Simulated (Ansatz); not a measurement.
Consider the following.

AlTi$_{3}$S$_{6}$:
```xyz
10
Lattice="5.7859 0.0000 0.0000 -2.8929 5.0107 0.0000 0.0000 0.0000 5.7333" Properties=species:S:1:pos:R:3 pbc="T T T"
S      1.9511     0.0000     4.2397
S      1.9174     3.3210     4.2397
S     -0.9756     1.6897     4.2397
Ti     0.0000     0.0000     0.0000
Ti     0.0000     3.3405     0.0000
Ti     2.8929     1.6702     0.0000
S      0.9756     1.6897     1.4936
S      3.8347     0.0000     1.4936
S     -1.9174     3.3210     1.4936
Al     0.0000     0.0000     2.8667
```

This is the PBE+D3(BJ)-relaxed structure.

### Question
All from plane-wave PAW PBE+D3(BJ) (Ansatz code), unless another level is named. Give the Hill bulk and shear moduli.

### Answer
85.8 and 59.8 GPa.

### Question
And the highest zone-centre frequency?

### Answer
411 cm⁻¹.

Space group P-31m. The cell is a constructed one: a structure type filled with these elements; neither database checked (COD, Materials Project) lists it. Its standing as an ambient phase is unchecked. Symmetry was held in the PBE+D3(BJ) relaxation; whether a distortion lowers the energy is not shown. No spin polarisation was allowed. With an odd number of electrons in the cell and no spin polarisation, the count alone makes it a metal. As this level gives no gap, shear constants depend on the k-mesh and smearing (Fermi–Dirac, 0.1 eV here). As this level gives no gap, phonon frequencies hold no LO–TO term and depend on the k-mesh and smearing (Fermi–Dirac, 0.1 eV here).

Potentials: the later of the program's two PAW sets.
